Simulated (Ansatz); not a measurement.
A geometry of Ti3Al away from equilibrium: step 2 of the relaxation of a generated trial cell of Ti3Al in the AFLOW prototype AB3_mC16_12_g_ij (D0_15, as in AlCl3). These are PBEsol (plane waves to 420 eV, PAW, scalar-relativistic; Ansatz, an electronic-structure program) values and carry that method's errors. Γ-centred k-mesh 7×7×6 on the run's cell (coarser than for final values), Fermi–Dirac smearing 0.05 eV. The plane waves were selected for a different cell earlier on the path.

```
CELL_PARAMETERS angstrom
      2.78087    -4.81574    -0.00091
      2.78087     4.81574    -0.00091
     -1.81245     0.00000     5.42354
ATOMIC_POSITIONS crystal
  Al 0.83348 0.16652 0.00000
  Al 0.16652 0.83348 0.00000
  Ti 0.24263 0.24263 0.25593
  Ti 0.75737 0.75737 0.74407
  Ti 0.92197 0.58317 0.25530
  Ti 0.41683 0.07803 0.74470
  Ti 0.07803 0.41683 0.74470
  Ti 0.58317 0.92197 0.25530
```

Task: What forces act on the atoms (eV/Å)?

Result: 
```json
[
 {"atom": "Al1", "Fx": "0.00", "Fy": "0.09", "Fz": "0.00"},
 {"atom": "Al2", "Fx": "0.00", "Fy": "-0.09", "Fz": "0.00"},
 {"atom": "Ti3", "Fx": "2.13", "Fy": "0.00", "Fz": "3.46"},
 {"atom": "Ti4", "Fx": "-2.13", "Fy": "0.00", "Fz": "-3.46"},
 {"atom": "Ti5", "Fx": "-1.02", "Fy": "1.79", "Fz": "3.35"},
 {"atom": "Ti6", "Fx": "1.02", "Fy": "1.79", "Fz": "-3.35"},
 {"atom": "Ti7", "Fx": "1.02", "Fy": "-1.79", "Fz": "-3.35"},
 {"atom": "Ti8", "Fx": "-1.02", "Fy": "-1.79", "Fz": "3.35"}
]
```

The path ends in C2/m (No. 12). No spin polarisation in the result.

The run could not lose the symmetry of its start: the end is stationary, and may be a saddle point rather than a minimum.

The end of the path is a generated cell of Ti3Al: the first start was made by placing the elements on the sites of a structure type, and the end was not matched to a known phase here, so it may be hypothetical. Known forms of Ti3Al include space group No. 194.
